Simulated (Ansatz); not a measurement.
Tc:
```cif
data_Tc2
_chemical_formula_sum 'Tc2'
_space_group_name_H-M_alt 'P63/mmc'
_space_group_IT_number 194
_space_group_name_Hall '-P 6c 2c'
_cell_length_a 2.73112
_cell_length_b 2.73112
_cell_length_c 4.37229
_cell_angle_alpha 90.000
_cell_angle_beta 90.000
_cell_angle_gamma 120.000
loop_
_atom_site_label
_atom_site_type_symbol
_atom_site_symmetry_multiplicity
_atom_site_Wyckoff_symbol
_atom_site_fract_x
_atom_site_fract_y
_atom_site_fract_z
_atom_site_occupancy
Tc1 Tc 2 d 0.66667 0.33333 0.25000 1
```

Relaxed with r²SCAN+D4.

**Question.** Which orbitals make up the states near the Fermi level in the program Ansatz at the r²SCAN+D4 level (PAW)?

**Answer.** Within 0.5 eV of the Fermi level: Tc 4d 89 %, Tc 5s 6 %. Projections are on Löwdin-orthogonalised atomic valence shells; empty p or d shells of many metals are not among them.

**Question.** Tabulate the density of states.

**Answer.** States/eV per cell of 2 atoms, in 0.25 eV bins, energy from the Fermi level.

```tsv
E (eV)	total	Tc 4d	Tc 5s	Tc 4p
-7.80	0.00	0.00	0.00	0.00
-7.55	0.04	0.00	0.04	0.00
-7.30	0.07	0.00	0.06	0.00
-7.05	0.10	0.00	0.08	0.00
-6.80	0.12	0.00	0.11	0.00
-6.55	0.15	0.00	0.13	0.00
-6.30	0.18	0.01	0.15	0.00
-6.05	0.22	0.02	0.18	0.01
-5.80	0.70	0.41	0.26	0.01
-5.55	1.75	1.26	0.45	0.02
-5.30	2.44	1.82	0.56	0.02
-5.05	2.78	2.25	0.48	0.02
-4.80	2.94	2.43	0.46	0.03
-4.55	2.19	1.84	0.31	0.02
-4.30	1.97	1.68	0.25	0.02
-4.05	1.69	1.48	0.17	0.02
-3.80	3.03	2.68	0.28	0.03
-3.55	1.99	1.81	0.14	0.02
-3.30	2.32	2.14	0.12	0.02
-3.05	2.55	2.33	0.15	0.03
-2.80	2.24	2.01	0.17	0.02
-2.55	1.01	0.90	0.08	0.01
-2.30	1.66	1.54	0.08	0.01
-2.05	3.24	3.00	0.15	0.02
-1.80	2.82	2.61	0.14	0.02
-1.55	2.45	2.25	0.13	0.02
-1.30	2.80	2.58	0.14	0.02
-1.05	2.94	2.71	0.14	0.02
-0.80	2.77	2.52	0.15	0.02
-0.55	3.05	2.74	0.18	0.02
-0.30	2.47	2.23	0.14	0.01
-0.05	1.86	1.66	0.11	0.01
0.20	1.70	1.51	0.10	0.01
0.45	1.60	1.43	0.09	0.01
0.70	1.51	1.36	0.07	0.00
0.95	1.46	1.33	0.06	0.00
1.20	1.38	1.27	0.05	0.00
1.45	1.35	1.25	0.04	0.00
1.70	1.38	1.29	0.04	0.00
1.95	1.56	1.47	0.04	0.00
2.20	1.89	1.81	0.05	0.00
2.45	2.19	2.09	0.06	0.00
2.70	2.56	2.46	0.08	0.00
2.95	3.21	3.09	0.09	0.00
3.20	3.50	3.37	0.10	0.00
3.45	2.41	2.27	0.11	0.00
3.70	0.65	0.49	0.12	0.00
3.95	0.53	0.34	0.14	0.00
4.20	0.51	0.30	0.15	0.00
4.45	0.51	0.28	0.16	0.00
4.70	0.51	0.26	0.17	0.00
```

Space group P6_3/mmc (hcp (Mg type)). The r²SCAN+D4 relaxation kept the symmetry of its start. No spin polarisation was allowed. The pairwise dispersion correction was not fitted to metals. Scalar-relativistic: spin–orbit coupling is off unless named, which matters more the heavier the elements.

Potentials: the earlier of the program's two PAW sets.
